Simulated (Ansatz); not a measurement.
Al:
```cif
data_Al2
_chemical_formula_sum 'Al2'
_space_group_name_H-M_alt 'P63/mmc'
_space_group_IT_number 194
_space_group_name_Hall '-P 6c 2c'
_cell_length_a 2.83924
_cell_length_b 2.83924
_cell_length_c 4.67114
_cell_angle_alpha 90.000
_cell_angle_beta 90.000
_cell_angle_gamma 120.000
loop_
_atom_site_label
_atom_site_type_symbol
_atom_site_symmetry_multiplicity
_atom_site_Wyckoff_symbol
_atom_site_fract_x
_atom_site_fract_y
_atom_site_fract_z
_atom_site_occupancy
Al1 Al 2 c 0.33333 0.66667 0.25000 1
```

Relaxed at zero pressure with PBEsol in the plane-wave PAW code Ansatz.

**Question.** The volume is lowered by 6 % and shape and atoms relax at that volume. What pressure results, and how do the axes share the change?

**Answer.** 5.6 GPa; a -2.0 %, b -2.0 %, c -2.2 %; the energy rises by 16 meV/atom.

**Question.** Give the new structure.

**Answer.** 
Space group P6₃/mmc (No. 194); a = b = 2.783 Å, c = 4.570 Å, α = β = 90.00°, γ = 120.00°

```tsv
atom	site	symmetry	x	y	z
Al	2c	-6m2	0.3333	0.6667	0.2500
```

The phase is kept; no other phase was compared at this pressure.

Space group P6_3/mmc (hcp (Mg type)). The first step of the workflow began from a Materials Project structure, measured or hypothetical; the Crystallography Open Database copy checked does not list it. It is not the phase usual at ambient conditions (space group No. 225). The PBEsol relaxation kept the symmetry of its start; phonons on a q-mesh show no instability. Axis ratios of metals converge slowly with the k-mesh, so a and c are less sure than the volume.

Potentials: the earlier of the program's two PAW sets.
